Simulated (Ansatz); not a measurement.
Space group P6_3/mmc (No. 194). a = 4.182 Å, b = 4.182 Å, c = 5.739 Å, α = 90.00°, β = 90.00°, γ = 120.00°
```json
{"atom": "Te", "site": "2c", "symmetry": "-6m2", "x": "0.3333", "y": "0.6667", "z": "0.2500"}
{"atom": "Pd", "site": "2a", "symmetry": "-3m.", "x": "0.0000", "y": "0.0000", "z": "0.0000"}
```

Equation of state of this TePd structure (not necessarily the ground state), with shape and atoms relaxed at each volume where symmetry leaves them free. It has no gap at any of these volumes. These are results of Ansatz, DFT r2SCAN, scalar-relativistic, plane waves, PAW, not measurements.

Cutoff 500 eV; k points 12×12×8 on the computed 4-atom cell (Γ-centred); Gaussian smearing, width 0.10 eV; no spin polarisation.

```csv
V (Å³/atom),E − E(largest V) (meV/atom),P (GPa)
20.429,6.46,7.61
21.081,-15.77,3.46
21.733,-22.61,0.01
22.385,-16.63,-2.85
23.037,0.00,-5.24
```

Task: Fit a third-order Birch–Murnaghan equation to E(V).

Result: V0 = 21.74 Å³/atom, B0 = 105 GPa, B0' = 5.1.

Spin-orbit coupling is left out, which matters for the bands of heavy elements.

Cost: 5 runs of about 10 core-minutes in all, on Arm Neoverse V2 (shared hosts).